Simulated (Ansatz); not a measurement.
input.yaml (Ansatz)

```yaml
crystal:
  lattice:
    - [4.3583262304, 0.0, 0.0]
    - [-2.1791631152, 3.7744212335, 0.0]
    - [0.0, 0.0, 2.4996586381]
  atoms:
    - { symbol: Si, position: [1.0, 0.0, 0.0] }
    - { symbol: Si, position: [0.3333333333, 0.6666666667, 0.5] }
    - { symbol: Si, position: [0.6666666667, 0.3333333333, 0.5] }
hamiltonian:
  xc: lda
  pseudopotentials:
    kind: paw
    azcp:
      Si: "pseudopotentials/Si.paw.azcp"
basis:
  ecutwfc: 420
  fft_grid_basis: typed
kpoints:
  mp_grid: { grid: [11, 11, 16], shift: [0, 0, 0] }
magnetization:
  spin_polarized: false
scf:
  occupations: { method: fermi_dirac, width: 0.1 }
output:
  stress: true
```

and its output:

```
Warning: the record states the generating functional pbe (its physics header spells it `PBE`), which answers neither for hamiltonian.xc's functional nor for the lda family's — results may be inconsistent (PPs are generated against a specific XC)
Engine: ansatz 0.2.0, aarch64-unknown-linux-gnu
Pseudopotentials: kind: paw
Pseudopotential: Si, paw, valence charge 4, recommended cutoff 420 eV (normal) 
Functional definition: SPW92
  exchange = slater_x
  correlation = pw_c
Crystal: 3 atoms, lattice volume = 41.120 Å³
Basis set: ecut = 420 eV, 819 PW (Γ)
Bands: 10, of which v1, the nominal top of the filled ones, is band 6 counted from 1 (5 counted from 0)
Symmetry: 24 space group operations
Space group: P6/mmm (ITA 191), of the structure as read, at distance tolerance 3.5e-5 Å
k-points: 144 of 1936
Non-local potential: Si, projectors of the file, l = 0: 2, l = 1: 2, l = 2: 2
PAW form: soft (Blöchl's): semilocal exchange-correlation on the pseudo side does not see the compensation charge
PAW frozen core: Si, regenerated for the run's functional, and the local potential with it (the file was generated under x = pbe(κ = 0.804, μ = 0.2195149727645171), c = pbe(β = 0.06672455060314922))
PAW one-centre angular grid: Si, 110 points (default); XC on 64 Gauss nodes
Initial density: superposition of atomic densities (neutral atoms: chi_scale 0, normalization atom), corrected by the library's trained network
Initial wavefunctions: pseudopotential atomic-orbital guess
Functional: x = slater, c = lda
SCF iter   1: F=—  HF=-1824.701653 eV  |F-HF|=—  |Δ(HF+E_count)|=         —  Δρ=5.15e-3  dr2=9.94e-3  ethr=1.77e-3  ⟨swp⟩=5.2  Hψ=10168  notcnv=0
SCF iter   2: F=—  HF=-1824.699080 eV  |F-HF|=—  |Δ(HF+E_count)|=   2.57e-3  Δρ=3.07e-3  dr2=3.86e-3  ethr=8.28e-5  ⟨swp⟩=1.0  Hψ=2592  notcnv=0
SCF iter   3: F=—  HF=-1824.697463 eV  |F-HF|=—  |Δ(HF+E_count)|=   1.62e-3  Δρ=1.53e-4  dr2=5.47e-6  ethr=3.22e-5  ⟨swp⟩=2.2  Hψ=2357  notcnv=0
SCF iter   4: F=—  HF=-1824.697461 eV  |F-HF|=—  |Δ(HF+E_count)|=   1.44e-6  Δρ=1.66e-5  dr2=7.59e-8  ethr=4.56e-8  ⟨swp⟩=2.7  Hψ=2454  notcnv=0
iter 5 did not close the SCF: its close was put off for the readings that it lacked (scf_convergence_deferred on its scf_iter line)
SCF iter   5: F=-1824.697461 eV  HF=-1824.697461 eV  |F-HF|=1.92e-9  |Δ(HF+E_count)|=   8.76e-9  Δρ=2.44e-6  dr2=3.17e-9  ethr=6.33e-10  ⟨swp⟩=2.1  Hψ=2261  notcnv=0
SCF iter   6: F=-1824.697461 eV  HF=-1824.697461 eV  |F-HF|=6.09e-11  |Δ(HF+E_count)|=  8.29e-10  Δρ=4.38e-7  dr2=9.75e-11  ethr=2.64e-11  ⟨swp⟩=1.4  Hψ=4485  notcnv=0
SCF 1 converged in 6 iterations: F = -1824.697461 eV  dr2 = 9.75e-11
SCF converged after 6 iterations
Free energy (F): -1824.697461 eV
Harris-Foulkes:  -1824.697461 eV  (|F-HF|=6.09e-11)
Internal energy: -1824.653068 eV  (E = F + TS)
E sigma→0 (E₀):  -1824.675265 eV
Entropy (-TS):   -0.044393 eV (-14.798 meV/atom)
Fermi energy:    11.165391 eV
--- Per-component energies (eV) ---
  E_band       = 64.372722
  E_kinetic    = 127.768173
  E_local      = 7.881412  (includes V_loc(G=0)·N_el)
  E_nonlocal   = 80.253071
  E_hartree    = 1.433503
  E_xc         = -169.008793
  E_vxc        = -147.207718  (∫ρ·V_xc dr)
  E_paw        = -1456.874479  (= ΣΔE_a)
  E_vpaw       = -7.189243  (= ΣTr[D̂ρ^β])
  E_aug_tail   = 0.000019  (compensation charges beyond the density's cutoff)
  E_ewald      = -416.358966
  E_core_change = 0.252992  (= ΣΔE_core)
  E_smearing   = -0.044393  (= −TS)
  E_closure    = 0.000000  (closes the sum)
  Σ components = -1824.697461   (vs F -1824.697461, Δ=0.00e0)
--- Stress (GPa, compression-positive) ---
        4.435651       0.000000       0.000000
       -0.000000       4.435651       0.000000
        0.000000       0.000000       4.596193
  P = ⅓ Tr σ = 4.4892 GPa (44.892 kbar)
```
